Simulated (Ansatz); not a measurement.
**Equation of state of TiHg from a dense series**

```
CELL_PARAMETERS angstrom
3.00900 0.00000 0.00000
0.00000 3.00900 0.00000
0.00000 0.00000 4.04100
ATOMIC_POSITIONS crystal
Ti 0.50000 0.50000 0.50000
Hg 0.00000 0.00000 0.00000
```

Atoms are numbered in the order listed.

The cell comes from COD entry 1522697, which wasn't checked; take it as a given geometry.

Spin–orbit coupling is left out, though it moves levels of the heavy atoms by tenths of an eV or more.

The calculation used DFT, LDA, all-electron LAPW, scalar-relativistic in Ansatz 0.2.0.

The runs use a Γ-centred 14×14×10 k mesh, Fermi–Dirac smearing of 0.08 eV, basis error target 1 meV/atom, no spin polarisation.

The cell is scaled evenly. Fractional coordinates are held (clamped ions).

```csv
V (Å³/atom),P (GPa)
17.196,0.83
17.562,-1.98
17.928,-4.46
18.111,-5.59
18.294,-6.65
18.477,-7.65
18.660,-8.58
19.026,-10.28
```

**Question.** Fit a third-order Birch–Murnaghan curve to the pressures.

**Answer.** P = (3B0/2)(y^(7/2) − y^(5/2))[1 + (3/4)(B0′ − 4)(y − 1)] with y = (V0/V)^(2/3) fits within 0.01 GPa for V0 = 17.300 Å³/atom, B0 = 136.5 GPa and B0′ = 4.92.

**Question.** Predict the pressure at the withheld volume, 19.391 Å³/atom.

**Answer.** There y = 0.9267, so the fit gives -11.78 GPa; the run gave -11.78 GPa.
